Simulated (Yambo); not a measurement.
Yambo run on CsHF$_{2}$ (space group I4/mcm, No. 140). The wavefunctions are LDA (pw.x of Quantum ESPRESSO, ONCV potentials, scalar-relativistic) ones on a 2×2×2 mesh (24 occupied bands); a = b = c = 5.8142 Å, α = β = 116.57°, γ = 96.04°.

Yambo input:

```
rim_cut
HF_and_locXC
RandQpts= 1000000
RandGvec= 1 Ry
EXXRLvcs= 84 Ry
VXCRLvcs= 336 Ry
% QPkrange
 1 | 1 | 24 | 25 |
 3 | 3 | 24 | 25 |
%
```

k points by index: 1 = Γ, 3 = N.

Table of the .hf output:

```
#    K-point    Band    Eo [eV]    Ehf [eV]    Vxc [eV]    Vnlxc [eV]
#
    1    24    0.000000    -7.475480    -21.48507    -28.96055
    1    25    6.299822    10.72903    -8.036503    -3.607297
    3    24    -0.169272    -7.799643    -21.51161    -29.14198
    3    25    8.363889    12.93022    -8.974589    -4.408261
```
Exchange alone, without screening.

Geometry of the Materials Project entry, not relaxed at this level.

The structure is a Materials Project entry; no match was found in the copy of COD used, and its stability was not checked.
